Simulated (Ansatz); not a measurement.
Data:

SrGaSi:
Space group P-6m2 (No. 187); a = b = 4.1761 Å, c = 4.7433 Å, α = β = 90.00°, γ = 120.00°

| atom | site | symmetry | x | y | z |
|---|---|---|---|---|---|
| Sr | 1a | -6m2 | 0.0000 | 0.0000 | 0.0000 |
| Ga | 1d | -6m2 | 0.3333 | 0.6667 | 0.5000 |
| Si | 1f | -6m2 | 0.6667 | 0.3333 | 0.5000 |

This is the r²SCAN-relaxed structure.

Q: All from plane-wave PAW r²SCAN (Ansatz code), unless another level is named. Give the electronic character.

A: metallic (no gap).

Q: Predict the formation energy from the elements (no fitted shifts).

A: -0.55 eV/atom.

Q: Next, the density of states at the Fermi level?

A: 0.33 states/eV per atom (mean over ±0.08 eV).

The workflow started from a Materials Project entry (that database holds measured and hypothetical structures alike); the Crystallography Open Database copy checked does not list it. With Ga and Si taken as one species the cell has the higher symmetry P6/mmm, so it may be an ordered model of a mixed-site phase. Its standing as an ambient phase is unchecked. The r²SCAN relaxation kept the symmetry of its start; whether a distortion lowers the energy is not shown. The references are the lowest solids computed at this level, not always the standard phases. Scalar-relativistic: spin–orbit coupling is off unless named, which matters more the heavier the elements.

Potentials: the later of the program's two PAW sets.
